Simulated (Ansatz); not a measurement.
FeNi3 (Cu3Au type)

```xyz
4
Lattice="3.5443 0.0000 0.0000 0.0000 3.5443 0.0000 0.0000 0.0000 3.5443" Properties=species:S:1:pos:R:3 pbc="T T T"
Ni     0.0000     1.7721     1.7721
Ni     1.7721     1.7721     0.0000
Ni     1.7721     0.0000     1.7721
Fe     0.0000     0.0000     0.0000
```

In each cell atom 3 (Ni, nearest neighbour Ni at 2.506 Å; its periodic images, 3.5 Å or more away, move with it) moves by s·(0.000, 0.000, 1.000) (along Cartesian z), the rest being held.

All values below come from PBE (plane waves to 420 eV, PAW, scalar-relativistic; Ansatz, a program for electronic structure). k mesh 11×11×11 (Γ-centred), Fermi-Dirac smearing 0.05 eV. E stands for the smeared free energy. With partly filled bands, energies and forces of such displacements shift with the k mesh and the smearing. FeNi3 was relaxed with its symmetry unable to fall. Relaxed FeNi3 ends ferromagnetic. The magnetic order is the one the run started from; other orders were not tried. ΔE is measured from the undisplaced structure. The last digit holds for this mesh only.

```json
[
 {"s (Å)": "-0.250", "ΔE (meV/cell)": "265.6"},
 {"s (Å)": "-0.200", "ΔE (meV/cell)": "167.7"},
 {"s (Å)": "-0.150", "ΔE (meV/cell)": "withheld"},
 {"s (Å)": "-0.100", "ΔE (meV/cell)": "41.1"},
 {"s (Å)": "-0.050", "ΔE (meV/cell)": "10.2"},
 {"s (Å)": "0.000", "ΔE (meV/cell)": "0.0"},
 {"s (Å)": "0.050", "ΔE (meV/cell)": "10.2"},
 {"s (Å)": "0.100", "ΔE (meV/cell)": "41.1"},
 {"s (Å)": "0.150", "ΔE (meV/cell)": "withheld"},
 {"s (Å)": "0.200", "ΔE (meV/cell)": "167.7"},
 {"s (Å)": "0.250", "ΔE (meV/cell)": "265.6"}
]
```

Q: Fit an even polynomial form (powers 2, 4) to the given rows and predict ΔE at s = -0.150.

A: Least squares on the 9 given rows: ΔE = (4088)·s² + (2581)·s⁴, in meV/cell with s in Å; root-mean-square residual 0.04 meV/cell. At -0.150 the fit gives 93.3 meV/cell; the calculation gives 93.3 meV/cell, the same to the digits shown. The quadratic term alone would give 92.0 meV/cell.

(For displaced atoms, the force is minus the slope of the energy, and its curvature is a force constant, which sets phonon frequencies.)
